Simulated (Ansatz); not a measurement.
The elements of this relaxed trial crystal are hidden behind letters.

```
lattice vectors (Å)
   3.6722   -5.2135    0.0000
   3.6722    5.2135    0.0000
   0.0000    0.0000    3.6761
fractional positions
X 0.0000 0.5000 0.5000
X 0.5000 0.0000 0.5000
X 0.5000 0.5000 0.0000
Z 0.0000 0.0000 0.0000
Q 0.7501 0.2499 0.0000
Q 0.7562 0.7562 0.5000
Q 0.2438 0.2438 0.5000
Q 0.2499 0.7501 0.0000
```

Level of theory: DFT PBE, scalar-relativistic, plane waves, PAW in Ansatz 0.2.0. The final run on the 8-atom cell used 420 eV, a Γ-centred 6×6×8 mesh, 0.02 eV smearing and no spin polarisation.

```
Space group                              : Cmmm (No. 65)
Conventional cell                        : a = 7.344 Å, b = 10.427 Å, c = 3.676 Å
Volume per atom                          : 17.59 Å³
Density                                  : 3.14 g/cm³
Energy over the elements                 : −1.199 eV/atom
Gap on the 6×6×8 mesh of the 8-atom cell : 1.24 eV
```

Energies are uncorrected and count from the elements' standard states at the same level.

Task: X is an s-block element of period 3, Z is a d-block element of period 4 and Q is a p-block element of period 3. Which elements are they?

Result: X = Mg, Z = Zn, Q = S, so the formula is Mg3ZnS4. Density times volume gives a mean mass of 3.14 × 17.59/1.6605 = 33.3 u per atom, and this set has 33.3 u. Mg on a site of symmetry 2/m has 6 S at 2.60–2.61 Å; Zn is surrounded by 6 S at 2.57–2.61 Å; S on a site of symmetry m2m is surrounded by 5 Mg at 2.60–2.61 Å and 1 Zn at 2.61 Å; 2 more sites not described. Other sets within the hints have nearly the same mass, so mass alone doesn't settle it; this one was computed.

Kohn–Sham gaps at this level usually fall short of measured ones. A later test with randomly moved atoms came back to the same energy, though modes that don't fit the test's cell weren't probed.
